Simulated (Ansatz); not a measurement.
Starting cell, HfO$_{2}$ (tetragonal-ZrO2 type, space group P4_2/nmc):

```yaml
crystal:
  lattice:
    - [3.56753, 0.00000, 0.00000]
    - [0.00000, 3.56753, 0.00000]
    - [0.00000, 0.00000, 5.16669]
  atoms:
    - { symbol: Hf, position: [0.00000, 0.00000, 0.00000] }
    - { symbol: Hf, position: [0.50000, 0.50000, 0.50000] }
    - { symbol: O, position: [0.00000, 0.50000, 0.20010] }
    - { symbol: O, position: [0.00000, 0.50000, 0.70010] }
    - { symbol: O, position: [0.50000, 0.00000, 0.29990] }
    - { symbol: O, position: [0.50000, 0.00000, 0.79990] }
```

In each cell atom 5 (O, nearest neighbour Hf at 2.062 Å; its periodic images, 3.6 Å or more away, move with it) moves by s·(1.000, 0.000, 0.000) (along Cartesian x), the rest being held.

All values below come from PBEsol (plane waves to 420 eV, PAW, scalar-relativistic; Ansatz, an electronic-structure program). k mesh 8×8×5 (Γ-centred), Fermi-Dirac smearing 0.05 eV. E stands for the smeared free energy. HfO2 is run without spin polarisation. HfO2 was relaxed with its symmetry unable to fall. Spin-orbit coupling is left out, though Hf is heavy. The PAW data are Ansatz's earlier set. This is a high-temperature form of HfO2. The zero of ΔE is the undisplaced structure.

| s (Å) | ΔE (meV/cell) |
|---|---|
| -0.210 | withheld |
| -0.168 | 85.1 |
| -0.126 | 47.4 |
| -0.084 | 21.0 |
| -0.042 | 5.2 |
| 0.000 | 0.0 |
| 0.042 | 5.2 |
| 0.084 | 21.0 |
| 0.126 | 47.4 |
| 0.168 | 85.1 |
| 0.210 | withheld |

Question: Fit an even polynomial form (powers 2, 4) to the given rows and predict ΔE at s = -0.210.

Answer: Least squares on the 9 given rows: ΔE = (2953)·s² + (2182)·s⁴, in meV/cell with s in Å; root-mean-square residual 0.03 meV/cell. At -0.210 the fit gives 134.5 meV/cell; the calculation gives 134.5 meV/cell, the same to the digits shown. The quadratic term alone would give 130.2 meV/cell.

(For displaced atoms, the force is minus the slope of the energy, and its curvature is a force constant, which sets phonon frequencies.)
